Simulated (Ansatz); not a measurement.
## NaF (rock salt), frozen-phonon scan

Starting cell, NaF (rock salt):

```yaml
crystal:
  lattice:
    - [0.00000, 4.70157, 4.70157]
    - [2.35078, 0.00000, 2.35078]
    - [2.35078, 2.35078, 0.00000]
  atoms:
    - { symbol: F, position: [0.00000, 0.00000, 0.00000] }
    - { symbol: F, position: [0.50000, 0.00000, 0.00000] }
    - { symbol: Na, position: [0.25000, 0.50000, 0.50000] }
    - { symbol: Na, position: [0.75000, 0.50000, 0.50000] }
```

A phonon eigenvector at L = (0.5, 0.0, 0.0) is frozen into this cell: atom i moves by Q times the vector below, so Q is the largest atomic displacement, in Å. The cell is held. (q is in reciprocal vectors of the primitive cell; the cell shown is doubled to hold the pattern.)

```csv
atom,x,y,z
F1,-0.577,0.577,0.577
F2,0.577,-0.577,-0.577
```

Atoms not listed stay in place.

Computed with PBE (plane waves to 420 eV, PAW, scalar-relativistic; Ansatz, an electronic-structure program). k mesh 6×12×12 (Γ-centred), Fermi-Dirac smearing 0.05 eV. The energy includes the smearing's −TS. Stress and pressure are positive under compression. NaF was relaxed with its symmetry unable to fall. The relaxed volume of NaF is well above the measured one; the method has no dispersion term. ΔE is measured from the undisplaced structure.

| Q (Å) | ΔE (eV/cell) | −dE/dQ from forces (eV/Å) | P (GPa) |
|---|---|---|---|
| -0.100 | 0.0613 | 1.227 | 0.28 |
| -0.083 | 0.0426 | 1.022 | 0.19 |
| -0.067 | 0.0272 | 0.818 | 0.12 |
| -0.050 | 0.0153 | 0.613 | 0.06 |
| -0.033 | 0.0068 | 0.409 | 0.02 |
| -0.017 | 0.0017 | 0.204 | 0.00 |
| 0.000 | 0.0000 | 0.000 | -0.01 |
| 0.017 | 0.0017 | -0.204 | 0.00 |
| 0.033 | 0.0068 | -0.409 | 0.02 |
| 0.050 | 0.0153 | -0.613 | 0.06 |
| 0.067 | 0.0272 | -0.818 | 0.12 |
| 0.083 | 0.0426 | -1.022 | 0.19 |
| 0.100 | 0.0613 | -1.227 | 0.28 |

Derived quantities:

| Quantity | Result |
|---|---|
| Energy at Q = 0.100 Å | 61.3 meV/cell |
| Space group of the distorted cell | R-3m (No. 166), lowered from Fm-3m |
| Symmetry of the curve | even: the same for both signs |
| Shape of the curve | a single well with its minimum at or next to zero displacement |
| Harmonic wavenumber from the curvature (finite differences) | 296 cm⁻¹ |
| Wavenumber by perturbation theory (DFPT, on another k mesh) | 296 cm⁻¹ |

(A displaced cell: forces are minus the slopes of the energy, force constants its curvatures, and phonons follow from these.)
